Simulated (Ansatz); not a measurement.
Consider the following.

TePd:
Space group Pm-3m (No. 221); a = b = c = 3.3923 Å, α = β = γ = 90.00°

```tsv
atom	site	symmetry	x	y	z
Pd	1a	m-3m	0.0000	0.0000	0.0000
Te	1b	m-3m	0.5000	0.5000	0.5000
```

This is the PBEsol-relaxed structure.

Question: All from PBEsol (plane waves, PAW; program Ansatz), unless another level is named. Predict the electronic character.

Answer: metallic (no gap).

Question: And the formation energy from the elements (no fitted shifts)?

Answer: -13 kJ/mol-atom.

Question: Give the gap with spin–orbit coupling.

Answer: none (metallic).

A made-up cell: these elements were put on the sites of a structure type; neither database checked (COD, Materials Project) lists it. COD files the formula under space group No. 194. Whether it is the stable phase at ambient conditions was not checked. Symmetry was held in the PBEsol relaxation; its stability against distortions is not shown here. No spin polarisation was allowed. The references are the lowest solids computed at this level, not always the standard phases. Scalar-relativistic: spin–orbit coupling is off unless named, which matters more the heavier the elements.

Potentials: the earlier of the program's two PAW sets. The files were generated under PBE; for other functionals the program regenerates the frozen cores, and for LDA and PBEsol the local potential too.
